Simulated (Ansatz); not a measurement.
NbSi$_{2}$:
```xyz
9
Lattice="4.7961 0.0000 0.0000 -2.3981 4.1536 0.0000 0.0000 0.0000 6.5779" Properties=species:S:1:pos:R:3 pbc="T T T"
Nb     1.1990     2.0768     4.3853
Nb    -1.1990     2.0768     2.1926
Nb     2.3981     0.0000     0.0000
Si     1.2594     3.4961     2.1926
Si     2.3981     2.8387     0.0000
Si    -1.2594     3.4961     4.3853
Si     1.1387     0.6574     2.1926
Si     0.0000     1.3149     0.0000
Si     3.6574     0.6574     4.3853
```

Relaxed with r²SCAN. Special points in fractions of this cell's reciprocal vectors: Γ (0.000, 0.000, 0.000); M (0.500, 0.000, 0.000); K (0.333, 0.333, 0.000); A (0.000, 0.000, 0.500); L (0.500, 0.000, 0.500); H (0.333, 0.333, 0.500).

Q: List the band energies nearest the Fermi level at these points for the program Ansatz at the r²SCAN with spin–orbit coupling level (PAW).

A: In eV from the Fermi level; about four levels below and three above (degenerate sets whole), none deeper than 8.9 eV; points with the same levels are listed once.

| k | below | above |
|---|---|---|
| Γ | -2.08 -2.08 -1.20 -1.20 | 0.89 0.89 3.34 3.34 |
| M | -0.15 -0.15 -0.07 -0.07 | 0.81 0.81 1.26 1.26 |
| K | -1.69 -1.69 -1.69 -1.68 | 0.29 0.32 0.32 |
| A | -1.61 -1.61 -1.52 -1.52 | 1.04 1.04 1.07 1.07 |
| L | -0.67 -0.67 -0.33 -0.33 | 1.51 1.51 1.93 1.93 |
| H | -0.24 -0.24 -0.14 -0.14 | 0.88 0.88 2.15 2.15 |

Space group P6_422. The workflow started from a Materials Project entry (that database holds measured and hypothetical structures alike); the Crystallography Open Database files this formula in space group No. 181, but the cells were not matched. Its standing as an ambient phase is unchecked. Symmetry was held in the r²SCAN relaxation; whether a distortion lowers the energy is not shown. No spin polarisation was allowed.

Potentials: the later of the program's two PAW sets.
